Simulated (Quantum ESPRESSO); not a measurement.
**Band energies of NaLuO2 at -1.5 % isotropic strain**

```xyz
4
Lattice="1.6266 0.9391 5.4063 -1.6266 0.9391 5.4063 0.0000 -1.8783 5.4063" Properties=species:S:1:pos:R:3 pbc="T T T"
O      0.0000     0.0000     3.8638
O      0.0000     0.0000    12.3550
Na     0.0000     0.0000     0.0000
Lu     0.0000     0.0000     8.1094
```

PBEsol (pw.x of Quantum ESPRESSO, ONCV potentials, no spin-orbit coupling); path ΓLB1,BZΓX,QFP1Z,LP; energies in eV from the valence-band maximum.

```csv
k (1/Å),point,band 19,band 20,band 21,band 22,band 23,band 24,band 25,band 26
0.00,Γ,-1.65,-1.53,-0.13,0.00,0.00,3.92,6.43,6.43
0.34,,-1.63,-1.49,-0.67,-0.21,-0.14,4.83,5.90,6.95
0.79,,-1.53,-1.51,-1.44,-0.57,-0.50,4.85,6.84,7.77
1.13,L,-1.61,-1.60,-1.50,-0.72,-0.49,4.61,7.36,9.40
1.25,,-1.60,-1.60,-1.47,-0.74,-0.58,4.72,7.31,8.88
1.61,,-1.60,-1.48,-1.27,-1.21,-0.94,5.98,6.64,7.30
1.85,B1,-1.57,-1.47,-1.38,-1.21,-0.81,6.00,6.49,7.26
1.85,B,-1.57,-1.47,-1.38,-1.21,-0.81,6.00,6.49,7.26
1.96,,-1.57,-1.44,-1.41,-1.14,-0.70,5.83,6.17,7.77
2.40,,-1.57,-1.39,-1.01,-0.91,-0.35,5.49,5.86,6.83
2.84,,-1.63,-1.51,-0.67,-0.33,-0.17,5.82,6.15,6.33
3.06,Z,-1.65,-1.53,-0.80,-0.07,-0.07,5.52,6.40,6.50
3.18,,-1.65,-1.53,-0.75,-0.06,-0.06,5.28,6.49,6.49
3.64,Γ,-1.65,-1.53,-0.13,0.00,0.00,3.92,6.43,6.43
4.05,,-1.62,-1.48,-0.82,-0.37,-0.15,5.17,5.84,6.72
4.46,,-1.61,-1.42,-1.22,-1.12,-0.59,5.88,6.12,7.24
4.77,,-1.55,-1.43,-1.33,-1.26,-0.92,6.21,6.41,7.22
4.97,X,-1.58,-1.49,-1.31,-1.27,-0.84,6.03,6.85,6.87
4.97,Q,-1.58,-1.49,-1.31,-1.27,-0.84,6.03,6.85,6.87
5.07,,-1.59,-1.40,-1.36,-1.32,-0.73,5.61,6.97,7.11
5.47,,-1.60,-1.60,-1.55,-0.59,-0.51,4.19,7.55,7.99
5.58,F,-1.61,-1.60,-1.56,-0.52,-0.50,4.11,7.58,8.06
5.58,P1,-1.60,-1.60,-1.50,-0.54,-0.52,4.22,7.46,8.15
5.75,,-1.56,-1.55,-1.34,-0.53,-0.48,4.34,7.20,7.58
6.01,,-1.54,-1.46,-1.15,-0.50,-0.37,4.84,6.56,6.91
6.36,,-1.62,-1.50,-0.63,-0.43,-0.20,5.78,6.20,6.32
6.62,Z,-1.65,-1.53,-0.80,-0.07,-0.07,5.52,6.40,6.50
6.62,L,-1.61,-1.60,-1.50,-0.72,-0.49,4.61,7.36,9.40
7.02,P,-1.60,-1.60,-1.50,-0.54,-0.52,4.22,7.46,8.15
```

The PBEsol gap is direct, 3.92 eV at Γ.

The 4f states are in the valence at their DFT position.

Geometry strained from the cell relaxed with PBEsol, atoms relaxed again.

The structure is a Materials Project entry; no match was found in the copy of COD used, and its stability was not checked.
